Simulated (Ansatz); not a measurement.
ZrPbO3:
```
ZrPbO3
1.0
    4.15955     0.00000     0.00000
    0.00000     4.15955     0.00000
    0.00000     0.00000     4.15955
Zr Pb O
1 1 3
Direct
  0.00000   0.00000   0.00000
  0.50000   0.50000   0.50000
  0.50000   0.00000   0.00000
  0.00000   0.50000   0.00000
  0.00000   0.00000   0.50000
```

Relaxed with r²SCAN.

Map the valence electron density (e/Å³), cut off at 3 on the plane through (0.000, 0.000, 0.000) spanned by u = [1, 0, 0] and v = [0, 1, 1] in lattice vectors, from r²SCAN in the plane-wave PAW code Ansatz.

x is the fraction of u, y of v (the angle between them is 90°; rows are the nearest grid lines); atoms in the plane: Zr at (0.00, 0.00), Pb at (0.50, 0.50), O at (0.50, 0.00).
```
y \ x   0.000  0.0952  0.190  0.286  0.381  0.476  0.524  0.619  0.714  0.810  0.905   1.00
------  -----  ------  -----  -----  -----  -----  -----  -----  -----  -----  -----  -----
1.00     2.54    3.00   1.59  0.762   3.00   3.00   3.00   3.00  0.762   1.59   3.00   2.54
0.931    3.00    3.00  0.950  0.502   1.68   3.00   3.00   1.68  0.502  0.950   3.00   3.00
0.862    1.35   0.822  0.242  0.193  0.407  0.686  0.686  0.407  0.193  0.242  0.822   1.35
0.759   0.134   0.111  0.078  0.075  0.103  0.131  0.131  0.103  0.075  0.078  0.111  0.134
0.690   0.088   0.081  0.079  0.127  0.258  0.386  0.386  0.258  0.127  0.079  0.081  0.088
0.621   0.055   0.061  0.110  0.354   1.16   2.17   2.17   1.16  0.354  0.110  0.061  0.055
0.552   0.036   0.052  0.167  0.821   3.00   3.00   3.00   3.00  0.821  0.167  0.052  0.036
0.448   0.036   0.052  0.167  0.821   3.00   3.00   3.00   3.00  0.821  0.167  0.052  0.036
0.379   0.055   0.061  0.110  0.354   1.16   2.17   2.17   1.16  0.354  0.110  0.061  0.055
0.310   0.088   0.081  0.079  0.127  0.258  0.386  0.386  0.258  0.127  0.079  0.081  0.088
0.241   0.134   0.111  0.078  0.075  0.103  0.131  0.131  0.103  0.075  0.078  0.111  0.134
0.138    1.35   0.822  0.242  0.193  0.407  0.686  0.686  0.407  0.193  0.242  0.822   1.35
0.0690   3.00    3.00  0.950  0.502   1.68   3.00   3.00   1.68  0.502  0.950   3.00   3.00
0.000    2.54    3.00   1.59  0.762   3.00   3.00   3.00   3.00  0.762   1.59   3.00   2.54
```

The density is the valence pseudo-density with augmentation charge, so density and ELF within about 1 Å of a nucleus are not all-electron values.

Space group Pm-3m (cubic perovskite). The first step of the workflow began from a Materials Project structure, measured or hypothetical; the Crystallography Open Database copy checked does not list it. COD files the formula under space group No. 38, 55. Whether it is the stable phase at ambient conditions was not checked. Symmetry was held in the r²SCAN relaxation; whether a distortion lowers the energy is not shown. No spin polarisation was allowed. Spin–orbit coupling is left out wherever it is not named.

Potentials: the later of the program's two PAW sets.
